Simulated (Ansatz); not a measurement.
SrHfO₃:
```cif
data_HfO3Sr
_chemical_formula_sum 'Sr1 Hf1 O3'
_space_group_name_H-M_alt 'P 1'
_space_group_IT_number 1
_cell_length_a 4.10580
_cell_length_b 4.10580
_cell_length_c 4.10580
_cell_angle_alpha 90.000
_cell_angle_beta 90.000
_cell_angle_gamma 90.000
loop_
_space_group_symop_operation_xyz
  'x, y, z'
loop_
_atom_site_label
_atom_site_type_symbol
_atom_site_fract_x
_atom_site_fract_y
_atom_site_fract_z
_atom_site_occupancy
Sr1 Sr 0.50000 0.50000 0.50000 1
Hf1 Hf 0.00000 0.00000 0.00000 1
O1 O 0.00000 0.50000 0.00000 1
O2 O 0.50000 0.00000 0.00000 1
O3 O 0.00000 0.00000 0.50000 1
```

Relaxed with PBEsol.

Task: Tabulate the valence density and the electron localisation function along the shortest Sr–O contact (2.90 Å), the program Ansatz at the PBEsol level (PAW).

Result: 

| distance from Sr (Å) | density (e/Å³) | ELF |
|---|---|---|
| 0.29 | 2.30 | 0.29 |
| 0.44 | 2.74 | 0.66 |
| 0.58 | 2.46 | 0.83 |
| 0.73 | 1.73 | 0.87 |
| 0.87 | 1.01 | 0.84 |
| 1.02 | 0.52 | 0.69 |
| 1.16 | 0.26 | 0.32 |
| 1.31 | 0.15 | 0.09 |
| 1.45 | 0.11 | 0.05 |
| 1.60 | 0.12 | 0.11 |
| 1.74 | 0.18 | 0.34 |
| 1.89 | 0.30 | 0.60 |
| 2.03 | 0.54 | 0.74 |
| 2.18 | 1.03 | 0.81 |
| 2.32 | 2.06 | 0.82 |
| 2.47 | 3.85 | 0.76 |
| 2.61 | 5.83 | 0.58 |

The density is the valence pseudo-density with augmentation charge, so density and ELF within about 1 Å of a nucleus are not all-electron values.

Space group Pm-3m (cubic perovskite). The first step of the workflow began from a Materials Project structure, measured or hypothetical; the Crystallography Open Database files this formula in space group No. 221, but the cells were not matched. Its standing as an ambient phase is unchecked. Symmetry was held in the PBEsol relaxation; its stability against distortions is not shown here. The run is not spin-polarised. Scalar-relativistic: spin–orbit coupling is off unless named, which matters more the heavier the elements.

Potentials: the later of the program's two PAW sets.
